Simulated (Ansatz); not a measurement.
ZnO:
```
ZnO
1.0
    5.57998     0.00000     0.00000
    0.00000     5.57998     0.00000
    0.00000     0.00000     5.57998
Zn O
6 6
Direct
  0.25000   0.00000   0.50000
  0.75000   0.00000   0.50000
  0.50000   0.25000   0.00000
  0.50000   0.75000   0.00000
  0.00000   0.50000   0.25000
  0.00000   0.50000   0.75000
  0.75000   0.50000   0.00000
  0.25000   0.50000   0.00000
  0.00000   0.75000   0.50000
  0.00000   0.25000   0.50000
  0.50000   0.00000   0.75000
  0.50000   0.00000   0.25000
```

Relaxed with r²SCAN.

Question: Give the Bader charges and basin volumes of the independent atoms, plane-wave PAW r²SCAN (Ansatz code).

Answer: 

| atom | Bader charge (e) | Bader volume (Å³) |
|---|---|---|
| Zn1 | +1.29 | 12.3 |
| O7 | -1.29 | 15.5 |

Space group Pm-3n. The start of the workflow was typed in or built on a structure type; neither database checked (COD, Materials Project) lists it. It is not the phase usual at ambient conditions (space group No. 186). Symmetry was held in the r²SCAN relaxation; whether a distortion lowers the energy is not shown.

Potentials: the later of the program's two PAW sets.
